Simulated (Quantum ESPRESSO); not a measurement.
**Convergence of NMR parameters in BeS**

```yaml
crystal:
  lattice:
    - [0.00000, 2.43515, 2.43515]
    - [2.43515, 0.00000, 2.43515]
    - [2.43515, 2.43515, 0.00000]
  atoms:
    - { symbol: Be, position: [0.00000, 0.00000, 0.00000] }
    - { symbol: S, position: [0.75000, 0.75000, 0.75000] }
```
Geometry: a computed entry of the Materials Project; it was not checked against measured cells. It is BeS in F-43m; whether this form has been observed was not checked. Stability against distortions was not tested.

Method: σ by PBE GIPAW (a modified build of Quantum ESPRESSO, JTH PAW datasets). The cutoff rises from row to row, with the meshes as listed. Costs are rough, from a shared machine. These are absolute shieldings with no macroscopic susceptibility term; δ = σ_ref − σ needs a reference computed alike. No d partial waves on S: the paramagnetic term there is incompletely reconstructed. Static lattice: thermal averaging is not included.

```json
[
 {"setting": "A", "cutoff (Ha)": "10", "k-mesh": "5×5×5 through Γ", "σ_iso Be (ppm)": "80.2", "σ_iso S (ppm)": "662.2", "f-sum rule missed by (%)": "1.6", "rough cost ratio": "about 1"},
 {"setting": "B", "cutoff (Ha)": "12", "k-mesh": "4×4×4 shifted", "σ_iso Be (ppm)": "84.5", "σ_iso S (ppm)": "669.8", "f-sum rule missed by (%)": "0.01", "rough cost ratio": "about 1"},
 {"setting": "C", "cutoff (Ha)": "20", "k-mesh": "6×6×6 shifted", "σ_iso Be (ppm)": "87.3", "σ_iso S (ppm)": "668.0", "f-sum rule missed by (%)": "0.01", "rough cost ratio": "7"},
 {"setting": "D", "cutoff (Ha)": "30", "k-mesh": "9×9×9 shifted", "σ_iso Be (ppm)": "87.4", "σ_iso S (ppm)": "667.5", "f-sum rule missed by (%)": "0.00", "rough cost ratio": "40"}
]
```

Largest change from the last row but one to the last: σ_iso S (ppm) by -0.5.
